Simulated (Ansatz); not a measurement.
One starting cell of Hf (a generated cell, Hf built in the hcp structure type) was relaxed twice with Ansatz (plane waves, PAW, scalar-relativistic): with r2SCAN at 500 eV and with PBE at 420 eV. The r2SCAN result:

Space group P6₃/mmc (No. 194); a = 3.198 Å, b = 3.198 Å, c = 5.047 Å, α = 90.00°, β = 90.00°, γ = 120.00°

| atom | site | symmetry | x | y | z |
|---|---|---|---|---|---|
| Hf | 2d | -6m2 | 0.6667 | 0.3333 | 0.2500 |

```
quantity                                                      r2SCAN                PBE
-------------------------------------------------  -----------------  -----------------
space group                                                  P6₃/mmc            P6₃/mmc
volume (Å³/atom)                                               22.35              22.53
a (Å)                                                          3.198              3.204
c (Å)                                                          5.047              5.069
gap (eV, no spin-orbit coupling)                                0.00               0.00
highest phonon at the sampled q (cm⁻¹)                           160                150
softest mode (cm⁻¹)                                no imaginary mode  no imaginary mode
pressure at 115 % of the level's own volume (GPa)              -12.3              -11.7
```

Both levels end in the same structure; PBE's volume is 0.8 % larger. Neither column is exact.

No spin polarisation in the result.

The run could not lose the symmetry of its start; a randomly shaken copy of 2 atoms returns to this structure.

All atoms sit on sites fixed by symmetry, so only the cell could relax.

Ansatz is a first-principles code.
